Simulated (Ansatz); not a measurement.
Si:
```
Si
1.0
    0.00000     2.70077     2.70077
    2.70077     0.00000     2.70077
    2.70077     2.70077     0.00000
Si
2
Cartesian
  4.05116   4.05116   4.05116
  2.70077   2.70077   2.70077
```

Relaxed with LDA.

Q: Which orbitals make up the states near the band edges in LDA in the plane-wave PAW code Ansatz?

A: Top 1 eV of the valence band: Si 3p 96 %. Bottom 1 eV of the conduction band: Si 3p 57 %, Si 3s 26 %, outside the projected shells 16 %. Projections are on Löwdin-orthogonalised atomic valence shells; empty p or d shells of many metals are not among them.

Q: Tabulate the density of states.

A: States/eV per cell of 2 atoms, in 0.25 eV bins, energy from the valence-band maximum.

| E (eV) | total | Si 3p | Si 3s |
|---|---|---|---|
| -7.85 | 0.01 | 0.00 | 0.01 |
| -7.60 | 0.09 | 0.04 | 0.05 |
| -7.35 | 0.38 | 0.16 | 0.22 |
| -7.10 | 0.57 | 0.26 | 0.31 |
| -6.85 | 1.40 | 0.78 | 0.60 |
| -6.60 | 0.94 | 0.52 | 0.41 |
| -6.35 | 0.68 | 0.38 | 0.30 |
| -6.10 | 0.56 | 0.31 | 0.24 |
| -5.85 | 0.46 | 0.26 | 0.20 |
| -5.60 | 0.41 | 0.23 | 0.17 |
| -5.35 | 0.35 | 0.20 | 0.14 |
| -5.10 | 0.30 | 0.18 | 0.12 |
| -4.85 | 0.27 | 0.16 | 0.11 |
| -4.60 | 0.24 | 0.14 | 0.09 |
| -4.35 | 0.67 | 0.58 | 0.09 |
| -4.10 | 1.21 | 1.09 | 0.11 |
| -3.85 | 1.02 | 0.90 | 0.11 |
| -3.60 | 1.00 | 0.89 | 0.10 |
| -3.35 | 1.06 | 0.95 | 0.10 |
| -3.10 | 1.24 | 1.13 | 0.09 |
| -2.85 | 1.49 | 1.39 | 0.09 |
| -2.60 | 1.43 | 1.34 | 0.07 |
| -2.35 | 1.37 | 1.30 | 0.06 |
| -2.10 | 1.30 | 1.23 | 0.05 |
| -1.85 | 1.26 | 1.20 | 0.04 |
| -1.60 | 1.22 | 1.17 | 0.03 |
| -1.35 | 1.14 | 1.11 | 0.02 |
| -1.10 | 0.77 | 0.74 | 0.02 |
| -0.85 | 0.51 | 0.49 | 0.01 |
| -0.60 | 0.37 | 0.35 | 0.01 |
| -0.35 | 0.22 | 0.21 | 0.00 |
| -0.10 | 0.06 | 0.06 | 0.00 |
| 0.15 | 0.00 | 0.00 | 0.00 |
| 0.40 | 0.01 | 0.00 | 0.00 |
| 0.65 | 0.14 | 0.08 | 0.04 |
| 0.90 | 0.32 | 0.18 | 0.09 |
| 1.15 | 0.50 | 0.29 | 0.13 |
| 1.40 | 0.60 | 0.35 | 0.14 |
| 1.65 | 0.77 | 0.45 | 0.18 |
| 1.90 | 1.05 | 0.59 | 0.27 |
| 2.15 | 1.57 | 0.88 | 0.43 |
| 2.40 | 1.83 | 1.08 | 0.45 |
| 2.65 | 1.26 | 0.77 | 0.25 |
| 2.90 | 1.02 | 0.63 | 0.16 |
| 3.15 | 1.08 | 0.71 | 0.11 |
| 3.40 | 1.94 | 1.32 | 0.19 |
| 3.65 | 1.99 | 1.23 | 0.24 |
| 3.90 | 1.57 | 0.97 | 0.17 |
| 4.15 | 1.16 | 0.73 | 0.10 |
| 4.40 | 1.14 | 0.70 | 0.11 |
| 4.65 | 1.12 | 0.61 | 0.14 |
| 4.90 | 1.17 | 0.62 | 0.16 |
| 5.15 | 1.22 | 0.65 | 0.16 |

Space group Fd-3m (diamond). The cell was relaxed with LDA under the symmetry of its start; phonons on a q-mesh show no instability.

Potentials: the earlier of the program's two PAW sets.
